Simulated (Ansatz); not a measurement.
# What DFT gives for FeSe2

```yaml
crystal:
  lattice:
    - [4.68259, 0.00000, 0.00000]
    - [0.00000, 5.71507, 0.00000]
    - [0.00000, 0.00000, 3.56773]
  atoms:
    - { symbol: Fe, position: [0.00000, 0.00000, 0.00000] }
    - { symbol: Fe, position: [0.50000, 0.50000, 0.50000] }
    - { symbol: Se, position: [0.20040, 0.37870, 0.00000] }
    - { symbol: Se, position: [0.79960, 0.62130, 0.00000] }
    - { symbol: Se, position: [0.70040, 0.12130, 0.50000] }
    - { symbol: Se, position: [0.29960, 0.87870, 0.50000] }
```

Method: r2SCAN, no spin polarisation; PAW, plane waves to 500 eV, 6×5×7 Γ-centred mesh, fermi-dirac occupations (width 0.1 eV) (Ansatz 0.2.0), atoms fixed.

Problem. How is the charge shared?

Solution. Bader charges in e: Fe +0.60, Se -0.30. In the mean Fe gives up most and Se takes most.

Problem. Is the cell too large or too small?

Solution. The pressure is 5.8 GPa (compression positive), so with the atoms held at these fractions the cell would first expand; the forces are large, so a full relaxation may end otherwise. The principal stresses 2.2, 5.6, 9.5 GPa differ, so its shape would change too.

Problem. Metal or insulator? Give the gap.

Solution. The gap is 0.92 eV, indirect (the least direct gap found is 1.50 eV). A semilocal functional usually gives too small a gap.

Problem. Where is the largest force?

Solution. The largest is on Se3 (and as large on other atoms): 1.44 eV/Å, components (1.13, -0.89, 0.00). It makes 178° with the line to a nearest neighbour, Se4 at 2.33 Å, pointing away from it.

Origin: a known structure type with other elements, at an estimated volume, so it need not be a known compound. Caveats: no spin polarisation, so a magnetic state may lie lower.
